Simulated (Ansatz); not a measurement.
## Cold compression of Ca2B (CdCl2 type)

```
CELL_PARAMETERS angstrom
1.96849 -1.13651 6.57392
0.00000 2.27301 6.57392
-1.96849 -1.13651 6.57392
ATOMIC_POSITIONS crystal
B 0.00000 0.00000 0.00000
Ca 0.25895 0.25895 0.25895
Ca 0.74105 0.74105 0.74105
```

The cell comes from a relaxation on PAW files under the same functional, begun from a prototype that needn't be the stable phase.

Its volume is scaled, and at each volume shape and atoms are relaxed on PAW files; all methods then take that cell.

Level of theory: DFT with PBE, scalar-relativistic, in Ansatz 0.2.0; a Γ-centred 11×11×11 k mesh, Fermi–Dirac smearing of 0.05 eV, no spin polarisation. LAPW: all electrons, basis error target 0.5 meV/atom; PAW: frozen-core files, cutoff 420 eV.

Energies are extrapolated to zero smearing and count from the unscaled cell; pressure is positive in compression; gaps take the mesh and a band path. No temperature or zero-point motion is included.

| V/V0 | V (Å³/atom) | P LAPW (GPa) | ΔE LAPW (eV/atom) | P PAW − LAPW (GPa) | ΔE PAW − LAPW (meV/atom) | space group | shortest distance (Å) |
| --- | --- | --- | --- | --- | --- | --- | --- |
| 1.00 | 29.41 | 0.00 | 0.000 | 0.00 | 0.0 | R-3m | 2.705 |
| 0.70 | 20.59 | 13.56 | 0.281 | 0.00 | 0.2 | R-3m | ? |
| 0.60 | 17.65 | 25.7 | 0.629 | 0.00 | 0.3 | R-3m | ? |

What belongs in the row "0.70", column "shortest distance (Å)"?

2.543.

Give the missing entry: row "0.60", column "shortest distance (Å)".

2.463.

From the table, what is the rise of the enthalpy H = E + pV up to the last row, and how stiff is the crystal between the last two rows?

ΔH = 0.629 eV + (25.7 GPa × 17.65 Å³ − 0.00 GPa × 29.41 Å³) × 0.006242 eV/(GPa·Å³) = 3.46 eV/atom, of which pV makes 82 %. The mean bulk modulus there is −ΔP/Δln V = 78.5 GPa.
